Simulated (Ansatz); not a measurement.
# Scan of one atom of the cell for ZnO (wurtzite)

Starting cell, ZnO (wurtzite):

```xyz
4
Lattice="3.2796 0.0000 0.0000 -1.6398 2.8402 0.0000 0.0000 0.0000 5.2933" Properties=species:S:1:pos:R:3 pbc="T T T"
Zn     1.6398     0.9467     0.0114
Zn     0.0000     1.8935     2.6580
O      1.6398     0.9467     3.2980
O      0.0000     1.8935     0.6513
```

Scan: atom 4 (O, nearest neighbour Zn at 1.999 Å; its periodic images, 3.3 Å or more away, move with it) is displaced along Cartesian x, direction (1.000, 0.000, 0.000) in Cartesian axes, by s. The other atoms stay.

These are PBE (plane waves to 420 eV, PAW, scalar-relativistic; Ansatz, a first-principles code) values and carry that method's errors. k mesh 9×9×5 (Γ-centred), Fermi-Dirac smearing 0.05 eV. E stands for the smeared free energy. Compression counts positive. F∥ is the force on the atom along that direction. F⊥ is the part of the force across the line. ZnO was relaxed with its symmetry unable to fall. ΔE is measured from the undisplaced structure.

```
s (Å)   ΔE (meV/cell)  P (GPa)  F∥ (eV/Å)  |F⊥| (eV/Å)
------  -------------  -------  ---------  -----------
-0.200          150.2     1.50      1.582        0.748
-0.160           94.3     0.95      1.220        0.472
-0.120           52.2     0.53      0.888        0.263
-0.080           23.0     0.23      0.579        0.116
-0.040            5.7     0.06      0.286        0.029
0.000             0.0     0.00      0.000        0.000
0.040             5.7     0.06     -0.286        0.029
0.080            23.0     0.23     -0.579        0.116
0.120            52.2     0.53     -0.888        0.263
0.160            94.3     0.95     -1.220        0.472
0.200           150.2     1.50     -1.582        0.748
```

Key numbers:

- Energy at s = 0.200 Å = 150.2 meV/cell
- Force along the line at s = -0.200 Å = 1.58 eV/Å
- Symmetry of the curve = even: the same for both signs
- Shape of the curve = a single well with its minimum at or next to zero displacement
- Force constant k = d²E/ds² at s = 0 (finite differences) = 7.11 eV/Å²
- Harmonic estimate at the end of the scan = ½ks² = 142.2 meV/cell against the computed 150.2 meV/cell, so the well is stiffer than harmonic there

(A displaced cell: forces are minus the slopes of the energy, force constants its curvatures, and phonons follow from these.)
